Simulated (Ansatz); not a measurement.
**BN: two-dimensional strain map**

Computed with DFT r2SCAN, scalar-relativistic, plane waves, PAW (Ansatz). Settings: plane waves to 500 eV, k-mesh 12×12×6 (Γ-centred), Gaussian smearing 0.05 eV. No spin polarisation. Energies are free energies at this smearing, counted from the undisturbed cell; pressure is positive in compression.

Zero of the scan (relaxed at this level; this wurtzite form isn't the usual structure):

```xyz
4
Lattice="2.5440 0.0000 0.0000 -1.2720 2.2031 0.0000 0.0000 0.0000 4.2077" Properties=species:S:1:pos:R:3 pbc="T T T"
B     1.2720    0.7344    4.2069
B     0.0000    1.4688    2.1030
N     1.2720    0.7344    2.6307
N     0.0000    1.4688    0.5268
```

The cell is strained by p along both x and y and by q along z, fractional coordinates fixed. Points are written (p, q).

Energy above the undisturbed cell in meV/atom (a dash: not computed):

```
 p \ q  -0.030  -0.015  0.000  0.015  0.030
-0.030    63.3    46.5   39.8   42.1   52.4
-0.015    30.8    15.2    9.6   12.9   24.1
 0.000    19.0     4.6    0.0    4.3   16.4
 0.015    25.7    12.4    8.9   14.0   27.0
 0.030    48.9    36.7   34.1   40.2   54.0
```

Pressure in GPa:

```
 p \ q  -0.030  -0.015  0.000  0.015  0.030
-0.030    42.3    34.3   27.1   20.6   14.8
-0.015    26.8    19.3   12.6    6.6    1.2
 0.000    13.2     6.3    0.0   -5.6  -10.6
 0.015     1.5    -5.0  -10.9  -16.1  -20.8
 0.030    -8.7   -14.8  -20.3  -25.2  -29.5
```

Gap on the k-mesh in eV:

```csv
p \ q,-0.030,-0.015,0.000,0.015,0.030
-0.030,5.61,5.58,5.54,5.50,5.46
-0.015,5.73,5.69,5.65,5.61,5.58
0.000,5.83,5.79,5.75,5.72,5.68
0.015,5.91,5.88,5.84,5.80,5.77
0.030,5.98,5.95,5.91,5.88,5.84
```